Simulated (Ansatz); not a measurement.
Slab of hcp Os (10-10), 6 layers

The slab is cut from the hcp crystal, the stable phase, as relaxed on PAW files (13.70 Å³/atom), with 16 Å of vacuum and a dipole correction:

```yaml
crystal:
  lattice:
    - [2.71479, 0.00000, 0.00000]
    - [0.00000, 4.29266, 0.00000]
    - [0.00000, 0.00000, 21.48580]
  atoms:
    - { symbol: Os, position: [0.75000, 0.75000, 0.37234] }
    - { symbol: Os, position: [0.25000, 0.25000, 0.40881] }
    - { symbol: Os, position: [0.25000, 0.75000, 0.48176] }
    - { symbol: Os, position: [0.75000, 0.25000, 0.51824] }
    - { symbol: Os, position: [0.75000, 0.75000, 0.59119] }
    - { symbol: Os, position: [0.25000, 0.25000, 0.62766] }
```

All numbers are LDA results (scalar-relativistic) from Ansatz 0.2.0, with a Γ-centred 13×9×1 k mesh, Fermi–Dirac smearing of 0.05 eV, no spin polarisation. Methods: LAPW: all electrons, basis error target 1 meV/atom; PAW: frozen-core files, cutoff 420 eV.

The bulk energy comes from a cell in the slab's orientation on a 13×9×8 mesh. The surface energy is (E(slab) − N·E(bulk))/2A at zero smearing, the mean of both faces; thin slabs carry quantum-size effects.

Spin–orbit coupling is left out, which matters for the heavy atoms. The PAW files were made under PBE.

As cut, the LAPW slab lies 6.048 eV above 6 atoms of bulk. What surface energy is that?

Over two faces of 11.65 Å² it is 259.5 meV/Å², and times 16.02 J/m² per eV/Å² that gives γ = 4.157 J/m².

What do relaxation and the other method give, and what work function comes out?



```tsv
method	γ as cut (J/m²)	γ relaxed (J/m²)	Φ as cut (eV)	Φ relaxed (eV)
LAPW	4.157	–	5.47	–
PAW	4.158	3.980	5.47	5.51
```

What changes if the images along the normal are cut off in place of the dipole correction?

LAPW then gives: no gap, work function 5.51 eV; PAW: no gap, work function 5.51 eV.

A 4f core hole is made on one atom of each kind in every 1×1 cell (PAW hole dataset, neutral cell, valence without spin). What does it cost by layer?

layer 1 51.08 eV, layer 2 51.40 eV, layer 3 51.78 eV. Shifts between layers mean more than the absolute values, and a whole layer of holes screens otherwise than one hole.
